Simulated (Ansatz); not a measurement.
Values for one crystal, relaxed and computed with DFT-PBE in the program Ansatz with PAW potentials; other levels are named.

```yaml
volume_per_atom: 38.20 Å³
electronic_character: metallic (no gap)
Gap with spin–orbit coupling: none (metallic)
Bulk modulus (Birch–Murnaghan fit): 21.5 GPa
Density of states at the Fermi level: 0.86 states/eV per atom (mean over ±0.08 eV)
Pressure derivative B′: 5.1
```

Task: Which compound is it?
(A) Tl, diamond
(B) Li, diamond
(C) Y, diamond
(D) In, diamond

Result: D, In, diamond

Space group Fd-3m (diamond). The start of the workflow was typed in or built on a structure type; neither database checked (COD, Materials Project) lists it. It is not the phase usual at ambient conditions (space group No. 139). The cell was relaxed with PBE under the symmetry of its start; its stability against distortions is not shown here. Scalar-relativistic: spin–orbit coupling is off unless named, which matters more the heavier the elements.

Potentials: the later of the program's two PAW sets.
